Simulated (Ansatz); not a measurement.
One input, then a changed one: Al2Pt

First run: DFT, PBE, PAW with Ansatz's default frozen-core files, scalar-relativistic (Ansatz 0.2.0).

Command: `ansatz run input.yaml --threads 1 --pin off --max-ram 3072MiB --backend cpu --events-out ev --progress --plain --runs-dir out` It took 6.4 s on 1 thread of Intel(R) Xeon(R) Platinum 8259CL CPU @ 2.50GHz (Skylake/Cascade Lake) (shared host), peak memory 0.44 GiB.

```yaml
crystal:
  lattice:
    - [0.0, 2.9735292329, 2.9735292329]
    - [2.9735292329, 0.0, 2.9735292329]
    - [2.9735292329, 2.9735292329, 0.0]
  atoms:
    - { symbol: Al, position: [0.25, 0.25, 0.25] }
    - { symbol: Al, position: [0.75, 0.75, 0.75] }
    - { symbol: Pt, position: [0.0, 0.0, 0.0] }
kpoints:
  mp_grid: { grid: [11, 11, 11] }
scf:
  occupations: { method: fermi_dirac, width: 0.05 }
hamiltonian:
  xc: pbe
  pseudopotentials: { kind: paw }
output:
  forces: true
  stress: true
  eigenvalues: true
  efg: { contact_densities: true }
  populations: true
  write_density: true
  write_potential: true
  elf: true
  volumetric_format: npy
```

The cell comes from a relaxation on PAW files under the same functional, begun from a database entry that needn't be the ground state.

It converges in 6 SCF iterations at a pressure of -0.02 GPa, cutoff 420 eV.

A second run of a changed input logged this at its end:

```
Error: inconsistent input (hamiltonian.hubbard.sites[].l, hamiltonian.hubbard.sites[].shell): the file of Al doesn't list 4f, and it can't be added: PBE doesn't bind the shell 4f of the free atom, whose level lies at +1.02 eV. Type an atom or ion with it (hamiltonian.pseudopotentials.projection_atoms), take another file or name another shell
```

What was wrong with the input?

The fault: a U on a shell that isn't there, by this change (others could give a like log):
```diff
   occupations: { method: fermi_dirac, width: 0.05 }
+  max_iter: 50
 hamiltonian:
   pseudopotentials: { kind: paw }
+  hubbard: { sites: [{ species: Al, l: f, u_eff: 30.0 }] }
 output:
   populations: true
-  write_density: true
-  write_potential: true
-  elf: true
-  volumetric_format: npy
```
